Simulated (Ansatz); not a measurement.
CuI:
```
CELL_PARAMETERS angstrom
      0.00000     3.03948     3.03948
      3.03948     0.00000     3.03948
      3.03948     3.03948     0.00000
ATOMIC_POSITIONS crystal
  Cu 0.75000 0.75000 0.75000
  I  0.00000 0.00000 0.00000
```

Relaxed with PBE.

Problem. Give the optical modes at the zone centre with their infrared and Raman activity from DFPT, the program Ansatz at the PBE level (PAW).

Solution. Transverse frequencies, without the LO–TO term; a row sums one degenerate level.

```csv
ω (cm⁻¹),degeneracy,IR ((D/Å)²/amu),Raman (Å⁴/amu),activity,symmetry
122,3,2.02,110,IR+Raman,T2
```

Problem. How high does the top mode go among those that the LO–TO term moves?

Solution. 138 cm⁻¹ for q along x.

Space group F-43m (zinc blende). Symmetry was held in the PBE relaxation; phonons on a q-mesh show no instability. The run is not spin-polarised. Spin–orbit coupling is left out wherever it is not named.

Potentials: the later of the program's two PAW sets.
